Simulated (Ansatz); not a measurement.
# Computed properties of GaAs

GaAs:
```
CELL_PARAMETERS angstrom
      6.91613     0.00000     0.00000
      0.00000     6.91613     0.00000
      0.00000     0.00000     4.00384
ATOMIC_POSITIONS crystal
  Ga 0.32403 0.67597 0.00000
  Ga 0.67597 0.32403 0.00000
  Ga 0.82403 0.82403 0.50000
  Ga 0.17597 0.17597 0.50000
  As 0.31783 0.31783 0.00000
  As 0.68217 0.68217 0.00000
  As 0.18217 0.81783 0.50000
  As 0.81783 0.18217 0.50000
```

Space group P4_2/mnm (No. 136); conventional cell a = 6.916 Å, b = 6.916 Å, c = 4.004 Å, α = 90.00°, β = 90.00°, γ = 90.00°.

Method: PBEsol (plane waves, PAW; program Ansatz). The cell and atoms are relaxed at this level. Other levels are named where they apply.

### Cell and energy

```yaml
volume_per_atom: 23.94 Å³
density: 5.02 g/cm³
Formation energy from the elements (no fitted shifts): -236 meV/atom
```

### Electronic structure

```yaml
band_gap: 0.48 eV (smallest direct gap 0.49 eV)
valence_band_maximum: on the M–Γ line, 91 % of the way from M
conduction_band_minimum: at Γ
electron_effective_mass: 0.032 mₑ (isotropic)
Electron effective mass with spin–orbit coupling: 0.030 mₑ (isotropic)
hole_effective_mass: 0.13, 0.92, 0.92 mₑ (principal values)
Hole effective mass with spin–orbit coupling: 0.047, 0.047, 0.93 mₑ (principal values)
HSE06 gap on the PBEsol cell: 1.35 eV
Gap with spin–orbit coupling: 0.38 eV
```

### Mechanics

```yaml
Bulk modulus (Birch–Murnaghan fit): 62.4 GPa
Pressure derivative B′: 4.7
Elastic constants (relaxed ions, GPa): C11 = 82.2, C12 = 57.6, C13 = 37.4, C33 = 134, C44 = 32.4, C66 = 28.1
mechanical_stability: stable (all eigenvalues of C positive)
hill_bulk_and_shear_moduli: 62.1 and 27.2 GPa
Young's modulus: 71.2 GPa
Poisson's ratio: 0.31
debye_temperature_from_the_elastic_constants: 269 K
```

### Phonons

```yaml
Highest zone-centre frequency (without LO–TO term): 280 cm⁻¹
zone_centre_stability: no imaginary mode at Γ
```

The start of the workflow was typed in or built on a structure type; neither database checked (COD, Materials Project) lists it. It is not the phase usual at ambient conditions (space group No. 216). The PBEsol relaxation kept the symmetry of its start. The volume moved by 16 % from the start of the relaxation. The references are the lowest solids computed at this level, not always the standard phases. Scalar-relativistic: spin–orbit coupling is off unless named, which matters more the heavier the elements.

Potentials: the earlier of the program's two PAW sets. The files were generated under PBE; for other functionals the program regenerates the frozen cores, and for LDA and PBEsol the local potential too.
